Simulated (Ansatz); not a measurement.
# Review of an SCF result for MnGa3As4

We look at MnGa3As4: a test cell of our own (not relaxed), with 16 atoms per cell.

The calculation used DFT, PBE, norm-conserving potentials, plane waves, scalar-relativistic (Ansatz).

```yaml
crystal:
  lattice:
    - [11.32, 0, 0]
    - [0, 5.66, 0]
    - [0, 0, 5.66]
  symmetry: { detect: false, time_reversal: true }
  atoms:
    - { symbol: Mn, position: [0.0001067, 0.009338, 0.0080409], spin: 3.6 }
    - { symbol: Ga, position: [0.001657, 0.5030702, 0.4854438] }
    - { symbol: Ga, position: [0.2501918, 0.0123285, 0.5080789] }
    - { symbol: Ga, position: [0.2441515, 0.503246, 0.000249] }
    - { symbol: As, position: [0.1289719, 0.2468124, 0.2633515] }
    - { symbol: As, position: [0.1261073, 0.7491471, 0.7453624] }
    - { symbol: As, position: [0.3709513, 0.2506224, 0.7472603] }
    - { symbol: As, position: [0.37526, 0.7538657, 0.2598983] }
    - { symbol: Ga, position: [0.4957531, 0.0021346, 0.9992459] }
    - { symbol: Mn, position: [0.5021918, 0.4903018, 0.4991735], spin: -3.6 }
    - { symbol: Ga, position: [0.7478519, 0.9994119, 0.500289] }
    - { symbol: Ga, position: [0.7533028, 0.4973794, 0.9934753] }
    - { symbol: As, position: [0.6261096, 0.2390176, 0.2675485] }
    - { symbol: As, position: [0.6293383, 0.7473862, 0.747619] }
    - { symbol: As, position: [0.8737004, 0.2429498, 0.7449165] }
    - { symbol: As, position: [0.8727849, 0.7683002, 0.2513953] }
hamiltonian:
  xc: pbe
  pseudopotentials: { kind: nc }
kpoints:
  mp_grid: { grid: [1, 1, 1], shift: [0, 0, 0] }
magnetization:
  spin_polarized: true
scf:
  occupations: { method: fermi_dirac }
  mixing: { algorithm: broyden }
```

Settings in force: cutoff 1306 eV, smearing width 0.1 eV; symmetry off, Broyden mixing, default search for lower states.

The run converged after 39 iterations in all: ferrimagnetic, site moments Mn1 1.72, Mn10 -2.56 μB, total -1.13 μB per cell.

One k-point is far from converged for this cell: the case tests the SCF and predicts nothing for the material.

Site moments are taken inside atomic spheres and don't add up to the total.

Task: The run converged. Is this the lowest state of the cell, and if not, what lies lower and how is it reached?

Result: No. A state 41.1 meV/atom (0.657 eV per cell) lower exists in this cell: ferromagnetic, site moments Mn1 3.05, Mn10 2.86 μB, total 5.96 μB per cell. It was reached from: symmetry off, standard search for lower states [Mn1 3.60, Mn10 -3.60 μB]; symmetry off, full search for lower states [Mn1 3.60, Mn10 -3.60 μB]. “Lowest” means lowest among the runs made in this cell. No run without spin polarisation was made.
